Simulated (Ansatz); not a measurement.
**Relaxing a structure of TiC**

The start is a randomly generated symmetric cell of TiC (space group No. 191). The cell and all atomic positions are relaxed at zero pressure with PBE (plane waves to 420 eV, PAW, scalar-relativistic; Ansatz, an electronic-structure program). First-step values are on the input's coarse k-mesh.

Ansatz input (later rounds restart from its end on a renewed k-mesh):
Ansatz 0.2 input:
```yaml
crystal:
  lattice:
    - [2.8577319, 0, 0]
    - [-1.4288659, 2.4748684, 0]
    - [0, 0, 3.1619975]
  atoms:
    - { symbol: C, position: [0, 0, 0] }
    - { symbol: Ti, position: [0, 0, 0.5] }
basis: { ecutwfc: 420, ecutrho_ratio: 4, xc_grid: 2, fft_grid_basis: typed }
kpoints: { mp_grid: { grid: [9, 9, 7] } }
hamiltonian:
  xc: pbe
  dispersion: none
  pseudopotentials: { azcp: { folder: ./paw }, kind: paw }
scf: { occupations: { method: fermi_dirac, width: 0.05 } }
relax: { f_tol: 0.01, max_steps: 100, cell: { stress_tol: 0.02 } }
output: { forces: true, stress: true }
```

### Question
How does the volume per atom move from start to end?

### Answer
+23.8 %, from 11.18 to 13.84 Å³/atom.

### Question
How do the shortest distances between atoms change?

### Answer
The closest pairs of elements (up to four, under 3.6 Å), start → end: C–Ti 1.58 → 2.09 Å; C–C 2.86 → 2.77 Å; Ti–Ti 2.86 → 2.77 Å.

The space group stays P6/mmm (No. 191) (the run could not lower it), with 2 atoms in the primitive cell. Final values are on a 19×19×11 k-mesh of the relaxed cell. The start holds a very short contact (C–Ti 1.58 Å). No spin polarisation in the result.

The run could not lose the symmetry of its start: the end is stationary, and may be a saddle point rather than a minimum.

All atoms sit on sites fixed by symmetry, so only the cell could relax.

The relaxed structure here is a generated cell of TiC: the first start was made by a random draw of sites in a space group, and the end was not matched to a known phase here, so it may be hypothetical. Known forms of TiC include space group No. 225.
